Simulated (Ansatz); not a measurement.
The start is a relaxed TiC cell displaced along its unstable phonon at q = (0, ½, 0) of its primitive reciprocal cell (183i cm⁻¹), largest move 0.15 Å. Cell shape, volume and atoms are optimised at zero target pressure with PBE (plane waves to 420 eV, PAW, scalar-relativistic; Ansatz, a first-principles code). The first steps use a coarse 6×6×12 k-mesh.

Initial structure:
```
CELL_PARAMETERS angstrom
      5.38302     0.00000     0.00000
      0.00000     5.80240     0.00000
      0.00000     0.00000     2.79113
ATOMIC_POSITIONS crystal
  C  0.98419 0.25000 0.45575
  C  0.01581 0.75000 0.54425
  C  0.48419 0.25000 0.54425
  C  0.51581 0.75000 0.45575
  Ti 0.75000 0.00000 0.76180
  Ti 0.75000 0.50000 0.76180
  Ti 0.25000 0.00000 0.23820
  Ti 0.25000 0.50000 0.23820
```

```yaml
largest_initial_force: 0.19 eV/Å, on C1, C2, C3, C4 (atoms numbered as listed)
energy_released: 0.36 eV/atom
relative_to_the_parent: "It does not go back: it reaches P6₃/mmc (No. 194), NiAs type, 0.36 eV/atom below the parent"
band_gap_at_the_end: no gap (metallic)
optimiser_moves: 13
```

Relaxed structure:

```cif
data_C2Ti2
_chemical_formula_sum 'C2 Ti2'
_space_group_name_H-M_alt 'P63/mmc'
_space_group_IT_number 194
_space_group_name_Hall '-P 6c 2c'
_cell_length_a 3.04132
_cell_length_b 3.04132
_cell_length_c 5.38111
_cell_angle_alpha 90.000
_cell_angle_beta 90.000
_cell_angle_gamma 120.000
loop_
_atom_site_label
_atom_site_type_symbol
_atom_site_symmetry_multiplicity
_atom_site_Wyckoff_symbol
_atom_site_fract_x
_atom_site_fract_y
_atom_site_fract_z
_atom_site_occupancy
C1 C 2 c 0.33333 0.66667 0.25000 1
Ti1 Ti 2 a 0.00000 0.00000 0.00000 1
```

Final values are on a 18×18×9 k-mesh of the relaxed cell. No spin polarisation in the result.

The run could not lose the symmetry of its start: the end is stationary, and may be a saddle point rather than a minimum.

The relaxed structure here is a generated cell of TiC: the first start was made by placing the elements on the sites of a structure type, and the end was not matched to a known phase here, so it may be hypothetical. Known forms of TiC include space group No. 225.
